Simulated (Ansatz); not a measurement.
Here is the system:

FeBiO$_{3}$:
```cif
data_Bi2Fe2O6
_chemical_formula_sum 'Bi2 Fe2 O6'
_space_group_name_H-M_alt 'P 1'
_space_group_IT_number 1
_cell_length_a 5.55179
_cell_length_b 5.55179
_cell_length_c 5.55179
_cell_angle_alpha 117.809
_cell_angle_beta 96.556
_cell_angle_gamma 114.791
loop_
_space_group_symop_operation_xyz
  'x, y, z'
loop_
_atom_site_label
_atom_site_type_symbol
_atom_site_fract_x
_atom_site_fract_y
_atom_site_fract_z
_atom_site_occupancy
Bi1 Bi 0.86386 0.11386 0.75000 1
Fe1 Fe 0.04532 0.54532 0.50000 1
O1 O 0.22705 0.47705 0.75000 1
O2 O 0.73010 0.46055 0.73045 1
O3 O 0.73010 0.99964 0.26955 1
Bi2 Bi 0.36386 0.11386 0.25000 1
Fe2 Fe 0.54532 0.54532 0.00000 1
O4 O 0.72705 0.47705 0.25000 1
O5 O 0.23010 0.46055 0.23045 1
O6 O 0.23010 0.99964 0.76955 1
```
The run is spin-polarised; directions of the spins, atom by atom: 0 ↑ 0 0 0 0 ↓ 0 0 0.

This is the PBEsol-relaxed structure.

Problem. All from DFT-PBEsol in the program Ansatz with PAW potentials, unless another level is named. Predict the smallest direct gap on the standard path.

Solution. 0.84 eV.

Problem. Predict the formation energy from the elements (no fitted shifts).

Solution. -1.20 eV/atom.

Problem. Next, the band gap?

Solution. 0.74 eV (indirect).

Problem. Predict the hole effective mass.

Solution. 1.0, 1.8, 2.5 mₑ (principal values).

Space group Amm2. The start of the workflow was typed in or built on a structure type; neither database checked (COD, Materials Project) lists it. It is not the phase usual at ambient conditions (space group No. 161). The PBEsol relaxation kept the symmetry of its start, as lowered by the spin order; its stability against distortions is not shown here. The final state is antiferromagnetic, chosen from 5 collinear starts compared on coarse meshes (ties went to the first, and starts can fall back to one state), not a proven ground state. No Hubbard U is applied. The references are the lowest solids computed at this level, not always the standard phases (solids in place of the gases). Spin–orbit coupling is left out wherever it is not named.

Potentials: the earlier of the program's two PAW sets. The files were generated under PBE; for other functionals the program regenerates the frozen cores, and for LDA and PBEsol the local potential too.
